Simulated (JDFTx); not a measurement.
Zr(1 0 -1 1) slab cut from bulk Zr (space group P6_3/mmc, indices of the conventional cell, lattice of the Materials Project entry mp-131, not re-optimised): 8 atoms in 8 planes, a 1x1 cell of 19.06 Å² (|a| = 3.239, |b| = 6.103 Å), 7.8 Å between the outermost planes, cell height 23.8 Å, 8×8×1 k mesh, Fermi smearing 0.01 Ha, no spin polarisation.

Method: PBE, GBRV ultrasoft potentials, plane waves to 20/100 Ha, in JDFTx (a modified build). Vacuum. The outer atoms relax from bulk positions, keeping the cell's symmetry; the lattice is not PBE's own optimum in this code, and that strain can shift the moves by a few hundredths of an ångström. Input:

```
lattice \
  6.1212571767 3.0606285884 0.0000000000 \
  0.0000000000 11.1191261996 0.0000000000 \
  0.0000000000 0.0000000000 44.9754817661
coords-type Lattice
ion Zr 0.2593933370 0.9812133250 -0.1640487730 1
ion Zr 0.9904515940 0.5190968120 -0.1467804810 1
ion Zr 0.6457428760 0.2085142470 -0.0604390210 0
ion Zr 0.3768011330 0.7463977340 -0.0431707300 0
ion Zr 0.0320924160 0.4358151690 0.0431707300 0
ion Zr 0.7631506720 0.9736986560 0.0604390210 0
ion Zr 0.4184419550 0.6631160900 0.1467804810 1
ion Zr 0.1495002110 0.2009995770 0.1640487730 1
ion-species pseudo/zr_pbe_v1.upf
elec-cutoff 20 100
elec-ex-corr gga-PBE
coulomb-interaction Slab 001
coulomb-truncation-embed 0 0 0
kpoint-folding 8 8 1
elec-smearing Fermi 0.01
lcao-params 10
elec-n-bands 63
electronic-scf nIterations 100 energyDiffThreshold 1e-07
ionic-minimize nIterations 10 energyDiffThreshold 1e-5 knormThreshold 4e-4
dump-name vac.$VAR
dump End State Ecomponents EigStats BandEigs Forces ElecDensity IonicPositions Fillings Kpoints Dtot
```

How far do the free atoms of the upper face move along the normal, and how much energy is released?

Zr (atom 8) -0.14 Å, Zr (atom 7) -0.11 Å (positive: outward). The free energy falls by 0.118 eV per cell, 49 mJ/m².
